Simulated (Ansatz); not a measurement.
KMgF3:
Space group Pm-3m (No. 221); a = b = c = 4.0540 Å, α = β = γ = 90.00°

```csv
atom,site,symmetry,x,y,z
K,1b,m-3m,0.5000,0.5000,0.5000
Mg,1a,m-3m,0.0000,0.0000,0.0000
F,3d,4/mm.m,0.0000,0.0000,0.5000
```

Relaxed with PBE.

Q: Which orbitals make up the states near the band edges in the program Ansatz at the PBE level (PAW)?

A: Top 1 eV of the valence band: F 2p 99 %. Bottom 1 eV of the conduction band: K 4s 51 %, Mg 3s 23 %, F 2s 19 %. Projections are on Löwdin-orthogonalised atomic valence shells; empty p or d shells of many metals are not among them.

Q: Tabulate the density of states.

A: States/eV per cell of 5 atoms, in 0.25 eV bins, energy from the valence-band maximum.

```tsv
E (eV)	total	F 2p	K 4s	Mg 3s
-7.85	0.00	0.00	0.00	0.00
-7.60	0.00	0.00	0.00	0.00
-7.35	0.00	0.00	0.00	0.00
-7.10	0.00	0.00	0.00	0.00
-6.85	0.00	0.00	0.00	0.00
-6.60	0.00	0.00	0.00	0.00
-6.35	0.00	0.00	0.00	0.00
-6.10	0.00	0.00	0.00	0.00
-5.85	0.00	0.00	0.00	0.00
-5.60	0.00	0.00	0.00	0.00
-5.35	0.00	0.00	0.00	0.00
-5.10	0.00	0.00	0.00	0.00
-4.85	0.00	0.00	0.00	0.00
-4.60	0.00	0.00	0.00	0.00
-4.35	0.00	0.00	0.00	0.00
-4.10	0.00	0.00	0.00	0.00
-3.85	0.00	0.00	0.00	0.00
-3.60	0.28	0.24	0.00	0.04
-3.35	0.77	0.67	0.00	0.09
-3.10	1.42	1.26	0.00	0.15
-2.85	2.31	2.08	0.00	0.19
-2.60	2.12	1.97	0.00	0.11
-2.35	1.37	1.31	0.00	0.03
-2.10	3.74	3.66	0.00	0.01
-1.85	6.13	5.93	0.08	0.02
-1.60	7.59	7.29	0.12	0.02
-1.35	6.50	6.26	0.09	0.02
-1.10	7.10	6.92	0.04	0.01
-0.85	7.69	7.54	0.03	0.01
-0.60	9.85	9.73	0.02	0.00
-0.35	10.78	10.68	0.01	0.00
-0.10	4.35	4.33	0.00	0.00
0.15	0.00	0.00	0.00	0.00
0.40	0.00	0.00	0.00	0.00
0.65	0.00	0.00	0.00	0.00
0.90	0.00	0.00	0.00	0.00
1.15	0.00	0.00	0.00	0.00
1.40	0.00	0.00	0.00	0.00
1.65	0.00	0.00	0.00	0.00
1.90	0.00	0.00	0.00	0.00
2.15	0.00	0.00	0.00	0.00
2.40	0.00	0.00	0.00	0.00
2.65	0.00	0.00	0.00	0.00
2.90	0.00	0.00	0.00	0.00
3.15	0.00	0.00	0.00	0.00
3.40	0.00	0.00	0.00	0.00
3.65	0.00	0.00	0.00	0.00
3.90	0.00	0.00	0.00	0.00
4.15	0.00	0.00	0.00	0.00
4.40	0.00	0.00	0.00	0.00
4.65	0.00	0.00	0.00	0.00
4.90	0.00	0.00	0.00	0.00
5.15	0.00	0.00	0.00	0.00
5.40	0.00	0.00	0.00	0.00
5.65	0.00	0.00	0.00	0.00
5.90	0.00	0.00	0.00	0.00
6.15	0.00	0.00	0.00	0.00
6.40	0.00	0.00	0.00	0.00
6.65	0.00	0.00	0.00	0.00
6.90	0.00	0.00	0.00	0.00
7.15	0.05	0.00	0.03	0.01
7.40	0.11	0.00	0.06	0.03
7.65	0.17	0.01	0.09	0.04
7.90	0.21	0.01	0.11	0.05
8.15	0.26	0.02	0.13	0.06
8.40	0.32	0.02	0.16	0.08
8.65	0.38	0.03	0.19	0.10
8.90	0.44	0.03	0.22	0.12
9.15	0.52	0.04	0.25	0.15
9.40	0.63	0.05	0.29	0.19
9.65	0.78	0.06	0.34	0.24
9.90	0.96	0.07	0.35	0.35
10.15	1.77	0.11	0.33	0.68
10.40	3.08	0.13	0.30	0.86
10.65	3.03	0.07	0.46	0.38
10.90	4.20	0.08	0.72	0.31
11.15	3.67	0.06	0.45	0.13
11.40	2.13	0.02	0.06	0.01
11.65	0.98	0.01	0.02	0.00
```

Symmetry was held in the PBE relaxation.

Potentials: the later of the program's two PAW sets.
